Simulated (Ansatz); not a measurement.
Structures of BaRu₃: which is lowest?

Plane-wave DFT in Ansatz with scalar-relativistic PAW potentials, cutoff 420 eV, Γ-centred meshes chosen by cell and gap, Gaussian smearing with energies taken to zero width. Every cell was relaxed (cell and atoms) in a run of its own, within the symmetry of its start. Functional: PBE.

Relaxed structures (starts from databases or built by putting these elements on another compound's sites):
A. Pm-3m, 4 atoms in the computed cell, a = 4.156 Å; sites (symmetry × multiplicity) Ba m-3m × 1, Ru 4/mm.m × 3; start: built
B. I4/mmm, 4 atoms in the computed cell, a = 4.421 Å, c = 7.301 Å; sites (symmetry × multiplicity) Ba 4/mmm × 2, Ru -4m2 × 4 + 4/mmm × 2; start: built

Problem. Rank them by energy. Could pressure change the order?

Solution.
```tsv
structure	group	E − E(lowest) (meV/atom)	V (Å³/atom)	gap on mesh (eV)
B	I4/mmm	0.0	17.84	0.00
A	Pm-3m	170	17.95	0.00
```

B is lowest, 170 meV/atom under A. The lowest is also the densest of these, so pressure wouldn't bring one of the others in at first order. Other structures may lie lower than all of these, and vibrations aren't counted.

Spin-orbit coupling is left out, which matters for the bands of heavy elements.